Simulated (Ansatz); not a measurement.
# Cs₄Fe₂O₅ — ⁵⁷Fe Mössbauer parameters

Cell: a computed structure from the Materials Project (it need not be an observed phase).

```cif
data_Cs4Fe2O5
_symmetry_space_group_name_H-M 'C2/c'
_symmetry_Int_Tables_number 15
_cell_length_a 7.4471
_cell_length_b 18.1708
_cell_length_c 7.7118
_cell_angle_alpha 90.000
_cell_angle_beta 106.732
_cell_angle_gamma 90.000
loop_
_atom_site_label
_atom_site_type_symbol
_atom_site_symmetry_multiplicity
_atom_site_Wyckoff_symbol
_atom_site_fract_x
_atom_site_fract_y
_atom_site_fract_z
Cs1 Cs 4 e 0.5000 0.9640 0.7500
Cs3 Cs 4 e 0.5000 0.5184 0.7500
Cs5 Cs 8 f 0.6549 0.1794 0.6156
Fe Fe 8 f 0.6501 0.3428 0.9025
O13 O 8 f 0.6202 0.3497 0.6440
O17 O 4 d 0.2500 0.7500 0.0000
O19 O 8 f 0.7214 0.0807 0.9666
```

One atom of each set is listed; the run and its k-mesh use a cell of 22 atoms with edges of 9.82, 9.82, 7.71 Å.

All values are calculated (Ansatz; DFT, PBE, plane waves and PAW, scalar-relativistic, collinear spin, 420 eV cutoff, Γ-centred 3×3×3 k-points, Fermi–Dirac smearing 0.02 eV), not measured. Start moments as typed (μB): 5 on each Fe, none on the rest. The program fits them to the shells of the files, so those used differ somewhat.

Isomer shifts (against α-Fe) follow from the electron density at the nucleus, δ = α(ρ − ρ₀), with α = -0.366 mm s⁻¹ a₀³ and ρ₀ = 14904.00 a₀⁻³ from a line fitted to 10 measured compounds at this level of theory (rms miss 0.11 mm/s). ΔE_Q = ½eQV_zz(1 + η²/3)^½ with Q = 0.160 b for the 14.4 keV state. B_c is the Fermi-contact field along the atom's own moment; orbital and dipolar fields are not included.

**Question.** Give the isomer shift and quadrupole splitting and contact field of each Fe site.

**Answer.** 

```
site  atoms         first shell  ρ − ρ₀ (a₀⁻³)  δ (mm/s)  ΔE_Q (mm/s)     η  |m| (μB)  B_c (T)
  Fe      4  4 O at 1.82–1.95 Å          -0.83      0.30         1.39  0.98      3.41    -15.4
```



The largest force is 0.3 eV/Å, so the atoms aren't at the calculated equilibrium and relaxing them would move these values. Runs of this kind can end above the lowest electronic state. With these PAW files V_zz is typically within 2 to 3 % of all-electron values, but misses above 10 % occur on Fe. With a gap of 0.2 eV on this mesh, the gradients can still move by some per cent as the k-mesh gets denser. All moments are parallel here, as the start or the cell imposes; many such compounds order antiparallel, where fields and spin densities carried over to other atoms largely cancel. The magnetic order is the one that the run reached from its start moments, not necessarily the measured one; the program found signs of a lower order. Semilocal functionals underestimate the core's spin polarisation, so contact fields of ionic iron come out too small in magnitude. On Fe B_c is a small difference of large parts, and can be wrong severalfold and even in sign.
